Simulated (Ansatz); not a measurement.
GaSb:
```cif
data_Ga4Sb4
_chemical_formula_sum 'Sb4 Ga4'
_space_group_name_H-M_alt 'F-43m'
_space_group_IT_number 216
_space_group_name_Hall 'F -4 2 3'
_cell_length_a 6.13143
_cell_length_b 6.13143
_cell_length_c 6.13143
_cell_angle_alpha 90.000
_cell_angle_beta 90.000
_cell_angle_gamma 90.000
loop_
_atom_site_label
_atom_site_type_symbol
_atom_site_symmetry_multiplicity
_atom_site_Wyckoff_symbol
_atom_site_fract_x
_atom_site_fract_y
_atom_site_fract_z
_atom_site_occupancy
Sb1 Sb 4 c 0.25000 0.25000 0.25000 1
Ga1 Ga 4 a 0.00000 0.00000 0.00000 1
```
(The calculation used a cell of 2 atoms; values per cell refer to that cell.)

Relaxed with r²SCAN. 

Question: HSE06 on this cell (Ansatz, an electronic-structure program, PAW) gives a gap of 0.77 eV. What does r²SCAN give?

Answer: 0.42 eV.

Cost on shared cores: the r²SCAN run (SCF on a 8×8×8 mesh, then bands and DOS) roughly 40 core-seconds, the HSE06 run (SCF on 6×6×6, then a few points) around 3 core-minutes (rough); the tasks are unlike.

The cell was relaxed with r²SCAN under the symmetry of its start. Spin–orbit coupling is left out wherever it is not named.

Potentials: the later of the program's two PAW sets.

Ansatz is a plane-wave DFT program.
